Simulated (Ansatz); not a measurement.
Ansatz input file:

```yaml
crystal:
  lattice:
    - [0.0, 2.365, 2.365]
    - [2.365, 0.0, 2.365]
    - [2.365, 2.365, 0.0]
  atoms:
    - { symbol: Zr, position: [0.5, 0.5, 0.5] }
    - { symbol: C, position: [0.0, 0.0, 0.0] }
basis:
  ecutwfc: 420
kpoints:
  mp_grid: { grid: [6, 6, 6] }
hamiltonian:
  xc: pbesol
scf:
  occupations: { method: gaussian, width: 0.1 }
output:
  forces: true
  stress: true
  eigenvalues: true
```

Launched with
```bash
ansatz run input.yaml --threads 1 --pin off --max-ram 2560MiB --backend cpu --events-out ev --progress --plain --runs-dir out
```

Computed with Ansatz, DFT PBEsol, scalar-relativistic, plane waves, PAW.

Abridged output:

```
Pseudopotentials: kind: paw
Pseudopotential: Zr, paw, valence charge 12, recommended cutoff 420 eV (normal)
Pseudopotential: C, paw, valence charge 4, recommended cutoff 420 eV (normal)
Functional definition: PBEsol
Crystal: 2 atoms, lattice volume = 26.456 Å³
Basis set: ecut = 420 eV, 531 PW (Γ), exchange–correlation on 48×48×48 points (8 copies of the dense FFT grid, shifted against one another)
Bands: 12, of which v1, the nominal top of the filled ones, is band 8 counted from 1 (7 counted from 0)
Symmetry: 48 space group operations
Space group: Fm-3m (ITA 225), of the structure as read, at distance tolerance 3.0e-5 Å
k-points: 16 of 216
Initial density: superposition of atomic densities (neutral atoms: chi_scale 0, normalization atom), corrected by the library's trained network
Initial wavefunctions: pseudopotential atomic-orbital guess
Functional: x = pbesol(κ = 0.804, μ = 0.12345679), c = pbesol(β = 0.046)
SCF iter   1: F=—  HF=-4377.140040 eV  |F-HF|=—  |Δ(HF+E_count)|=         —  Δρ=7.54e-3  dr2=1.85e-2  ethr=1.77e-3  ⟨swp⟩=5.0  Hψ=962  notcnv=0
SCF iter   2: F=—  HF=-4377.135671 eV  |F-HF|=—  |Δ(HF+E_count)|=   4.37e-3  Δρ=2.24e-3  dr2=1.62e-3  ethr=1.15e-4  ⟨swp⟩=1.0  Hψ=320  notcnv=0
SCF iter   3: F=—  HF=-4377.135369 eV  |F-HF|=—  |Δ(HF+E_count)|=   3.02e-4  Δρ=4.00e-4  dr2=2.87e-5  ethr=1.02e-5  ⟨swp⟩=2.0  Hψ=239  notcnv=0
SCF iter   4: F=—  HF=-4377.135369 eV  |F-HF|=—  |Δ(HF+E_count)|=   1.34e-7  Δρ=8.28e-5  dr2=1.05e-6  ethr=1.79e-7  ⟨swp⟩=2.0  Hψ=226  notcnv=0
SCF iter   5: F=-4377.135369 eV  HF=-4377.135369 eV  |F-HF|=1.04e-10  |Δ(HF+E_count)|=   2.51e-7  Δρ=5.05e-6  dr2=3.06e-9  ethr=6.55e-9  ⟨swp⟩=2.4  Hψ=282  notcnv=0
SCF iter   6: F=-4377.135369 eV  HF=-4377.135369 eV  |F-HF|=5.55e-11  |Δ(HF+E_count)|=   1.30e-9  Δρ=5.56e-7  dr2=7.19e-11  ethr=1.91e-11  ⟨swp⟩=2.1  Hψ=612  notcnv=0
SCF 1 converged in 6 iterations: F = -4377.135369 eV  dr2 = 7.19e-11
SCF converged after 6 iterations
Free energy (F): -4377.135369 eV
Harris-Foulkes:  -4377.135369 eV  (|F-HF|=5.55e-11)
Internal energy: -4377.134669 eV  (E = F + TS)
E sigma→0 (E₀):  -4377.135019 eV
Entropy (-TS):   -0.000700 eV (-0.350 meV/atom)
Fermi energy:    14.355731 eV
--- Per-component energies (eV) ---
  E_band       = -55.169115
  E_kinetic    = 420.560746
  E_local      = -605.281211  (includes V_loc(G=0)·N_el)
  E_nonlocal   = 105.948440
  E_hartree    = 180.680405
  E_xc         = -209.258668
  E_vxc        = -251.120427  (∫ρ·V_xc dr)
  E_paw        = -2994.107413  (= ΣΔE_a)
  E_vpaw       = -86.637415  (= ΣTr[D̂ρ^β])
  E_aug_tail   = 0.000038  (compensation charges beyond the density's cutoff)
  E_ewald      = -1275.863827
  E_core_change = 0.186821  (= ΣΔE_core)
  E_smearing   = -0.000700  (= −TS)
--- Forces (eV/Å), atoms counted from 1 ---
  atom   1  Zr     0.00000000     0.00000000     0.00000000
  atom   2  C      0.00000000     0.00000000     0.00000000
--- Stress (GPa, compression-positive) ---
       -8.421992       0.000000       0.000000
        0.000000      -8.421992       0.000000
        0.000000       0.000000      -8.421992
  P = ⅓ Tr σ = -8.4220 GPa (-84.220 kbar)
--- Band table (eV; the first three rows and the last of 16) ---
  k-point 0: bands = ["-33.6247", "-11.3760", "-11.3760", "-11.3760", "3.2168", "15.3869", "15.3869", "15.3869", "15.4763", "15.4763", "15.4763", "17.1768"]
  k-point 1: bands = ["-33.6012", "-11.5903", "-11.3952", "-11.3952", "3.8087", "13.0186", "13.5681", "13.5681", "16.2355", "16.2355", "16.6704", "19.4863"]
  k-point 2: bands = ["-33.5538", "-11.9943", "-11.4331", "-11.4331", "5.2118", "10.5244", "12.0741", "12.0741", "17.7488", "17.7488", "17.8374", "22.6219"]
  k-point 15: bands = ["-33.4986", "-11.9683", "-11.7553", "-11.6617", "4.9001", "12.1556", "12.1710", "12.3843", "16.2429", "18.9293", "19.9689", "20.5605"]
```

The calculation finished and met its thresholds.

Time: 0.58 s on 1 thread of Arm Neoverse V2, with other jobs on the host, peak memory 0.26 GiB.

The k mesh is coarse.